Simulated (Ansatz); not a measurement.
Data:

MgI₂:
```cif
data_I2Mg
_chemical_formula_sum 'Mg1 I2'
_space_group_name_H-M_alt 'P-3m1'
_space_group_IT_number 164
_space_group_name_Hall '-P 3 2"'
_cell_length_a 4.07644
_cell_length_b 4.07644
_cell_length_c 6.68897
_cell_angle_alpha 90.000
_cell_angle_beta 90.000
_cell_angle_gamma 120.000
loop_
_atom_site_label
_atom_site_type_symbol
_atom_site_symmetry_multiplicity
_atom_site_Wyckoff_symbol
_atom_site_fract_x
_atom_site_fract_y
_atom_site_fract_z
_atom_site_occupancy
Mg1 Mg 1 a 0.00000 0.00000 0.00000 1
I1 I 2 d 0.33333 0.66667 0.24770 1
```

This is the LDA-relaxed structure.

Problem. All from LDA in the plane-wave PAW code Ansatz, unless another level is named. Estimate the vibrational entropy at 300 K.

Solution. 43.8 J/(K·mol of atoms).

Problem. What about the Hill bulk and shear moduli?

Solution. 19.3 and 11.0 GPa.

Problem. Give the zero-point energy.

Solution. 22.3 meV/atom.

The cell was relaxed with LDA under the symmetry of its start; phonons on a q-mesh show no instability. A crystal of weakly bound layers computed without a dispersion correction: the cell and the soft elastic constants depend strongly on that. Scalar-relativistic: spin–orbit coupling is off unless named, which matters more the heavier the elements.

Potentials: the later of the program's two PAW sets.
